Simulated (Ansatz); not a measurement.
**Pd (hcp): energy against volume**

Level of theory: DFT, BLYP, plane waves (420 eV) with PAW, scalar-relativistic (Ansatz). (PAW data from PBE, frozen cores regenerated.)

The cell is scaled uniformly from the relaxed one, with fractional coordinates and shape fixed. Energies are extrapolated to zero smearing, pressures are those at the given smearing. Magnetic state: ferromagnetic.

A Birch-Murnaghan fit gives V₀ = 16.45 Å³/atom, B₀ = 132 GPa, B₀′ = 5.5.

Q: What are the energy above the minimum and the pressure at 15.111 Å³/atom?

A: 54.0 meV/atom and 14.08 GPa as computed.

Q: What are the energy above the minimum and the pressure at 17.739 Å³/atom?

A: 35.2 meV/atom and -8.02 GPa as computed.

Q: What are the energy above the minimum and the pressure at 18.396 Å³/atom?

A: 74.1 meV/atom and -10.72 GPa as computed.
